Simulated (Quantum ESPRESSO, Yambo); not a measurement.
For PNO (space group I2_12_12_1, No. 24), Yambo gives the independent-particle static dielectric constant along x as 3.21 on LDA bands and 2.83 after a scissor of 2.39 eV widens every gap (6×6×6 mesh, 59 bands, 3 Ry local-field block, 0.2 eV broadening). Axes are Cartesian, with cell vectors (Å) (-2.22, 2.39, 3.50), (2.22, -2.39, 3.50), (2.22, 2.39, -3.50).

**Question.** A scissor keeps the position matrix elements. In a one-oscillator model, how does ε − 1 scale, and what mean transition energy do the two values imply?

**Answer.** Each transition adds |r|²/E to ε − 1, so ε − 1 ∝ 1/(E0 + Δ). Then (2.83 − 1)/(3.21 − 1) = E0/(E0 + Δ) = 0.828, and E0 = Δ(ε' − 1)/(ε − ε') = 11.5 eV. The computed Im ε, weighted by 1/E up to 20 eV, has its mean at 11.4 eV; the smallest direct LDA gap is 5.54 eV. The scissor comes from a G0W0 run whose convergence isn't established. Convergence of the RPA response with its 6×6×6 mesh was not tested.

Bands from Quantum ESPRESSO.

Geometry of the Materials Project entry, not relaxed at this level; primitive cell a = b = c = 4.7870 Å, α = 124.64°, β = 120.14°, γ = 85.96°.

The structure is a Materials Project entry; no match was found in the copy of COD used, and its stability was not checked.
